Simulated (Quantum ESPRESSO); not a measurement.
Parts of the isotropic shielding in ZnF2, by PBE GIPAW on JTH datasets (Quantum ESPRESSO, modified build), 22.5 Ha, k-mesh 4×4×6 shifted:

```
CELL_PARAMETERS angstrom
      4.70480     0.00000     0.00000
      0.00000     4.70480     0.00000
      0.00000     0.00000     3.13380
ATOMIC_POSITIONS crystal
  Zn 0.00000 0.00000 0.00000
  Zn 0.50000 0.50000 0.50000
  F  0.30264 0.30264 0.00000
  F  0.19736 0.80264 0.50000
  F  0.69736 0.69736 0.00000
  F  0.80264 0.19736 0.50000
```
The cell was made here from an entry of the Crystallography Open Database (unchecked): atoms relaxed with PBE in the measured cell (PBE without dispersion, pw.x of Quantum ESPRESSO, symmetry kept).  Stability against distortions was not tested.

The core term is that of the free atom's frozen core; the paramagnetic column sums the reconstruction terms. These are absolute shieldings with no macroscopic susceptibility term; δ = σ_ref − σ needs a reference computed alike. By our sweeps, such settings leave a few ppm in absolute σ on light atoms and up to some 20 ppm from Zn on.

```
site                    core  bare (smooth current)  diamagnetic correction  paramagnetic corrections  σ_iso (ppm)
--------------------  ------  ---------------------  ----------------------  ------------------------  -----------
Zn (atoms 1, 2)       2275.3                   23.4                   237.8                         ?            ?
F (atoms 3, 4, 5, 6)   306.4                   93.0                    50.7                         ?            ?
```

Fill in the missing entries.


- Zn (atoms 1, 2), paramagnetic corrections: -735.9
- Zn (atoms 1, 2), σ_iso (ppm): 1800.5
- F (atoms 3, 4, 5, 6), paramagnetic corrections: -106.1
- F (atoms 3, 4, 5, 6), σ_iso (ppm): 344.1
